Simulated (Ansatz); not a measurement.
Cs2YAgF6:
```
CELL_PARAMETERS angstrom
      0.00000     4.61102     4.61102
      4.61102     0.00000     4.61102
      4.61102     4.61102     0.00000
ATOMIC_POSITIONS crystal
  Cs 0.75000 0.75000 0.75000
  Cs 0.25000 0.25000 0.25000
  Y  0.50000 0.50000 0.50000
  Ag 0.00000 0.00000 0.00000
  F  0.73493 0.26507 0.26507
  F  0.26507 0.73493 0.73493
  F  0.26507 0.73493 0.26507
  F  0.73493 0.26507 0.73493
  F  0.26507 0.26507 0.73493
  F  0.73493 0.73493 0.26507
```

Relaxed with r²SCAN.

### Question
Map the electron localisation function on the plane through (0.750, 0.750, 0.750) spanned by u = [1, 0, 0] and v = [-1, 1, 1] in lattice vectors, from r²SCAN in the plane-wave PAW code Ansatz.

### Answer
x is the fraction of u, y of v (the angle between them is 90°; rows are the nearest grid lines); atoms in the plane: Cs at (0.00, 0.00), Cs at (0.00, 0.50), Y at (0.50, 0.75), Ag at (0.50, 0.25), F at (0.50, 0.52), F at (0.50, 0.98).
```
|  :#@@@*.  -#%@#++#@%#-  .*@@@#:  |
|=+#@@@%+.  -*%@%##%@%*-   +%@@@#+=|
|@@@@@@#-   :+#%%%%%%#+:   -#@@@@@@|
|@@@%#=.        ....        .=#%@@@|
|==:.        :*%@@@@%*:        .:==|
|           :#@@%**%@@#:           |
|           -%@@#--#@@%-           |
|           .*@@@@@@@%*.           |
|%%#+:        .-=++=-.        :+#%%|
|@@@@@%+.    :-=+**+=-:    .+#@@@@@|
|@@@@@@#-   :+#%%%%%%#+:   -#@@@@@@|
|  -%@@@*.  =#%%#++#%%#-  .*@@@%-  |
|  -%@@@*.  :*%@%%%%@%*:  .*@@@%-  |
|@@@@@@#=    .:=+**+=:.    =#@@@@@@|
|@@@@@%+.        ..        .+%@@@@@|
|%%#+-.      ..:----:..      .-+#%%|
|          ..-=+*##*+=-..          |
|          .:=+*%@@%*+=:.          |
|          .:-+*#%%#*+-:.          |
|==:.       .:-=++++=-:.       .:==|
|@@@%#+.                    .+#%@@@|
|@@@@@@#=    .:=+**+=:.    =#@@@@@@|
|=+#@@@%+.  .=*%%@@%%*=.  .+%@@@#+=|
|  :#@@@*.  -#%@#++#@%#-  .*@@@#:  |
```
Scale: ten equal steps from 0.000 (start of ' ') to 0.898 (end of '@'), in the order ' .:-=+*#%@'; x runs from 0.000 to 1.00, y from 0.000 (bottom) to 1.00 (top).

The density is the valence pseudo-density with augmentation charge, so density and ELF within about 1 Å of a nucleus are not all-electron values.

Space group Fm-3m. The workflow started from a Materials Project entry (that database holds measured and hypothetical structures alike); the Crystallography Open Database copy checked does not list it. Whether it is the stable phase at ambient conditions was not checked. Symmetry was held in the r²SCAN relaxation; whether a distortion lowers the energy is not shown. No spin polarisation was allowed. Scalar-relativistic: spin–orbit coupling is off unless named, which matters more the heavier the elements.

Potentials: the later of the program's two PAW sets.
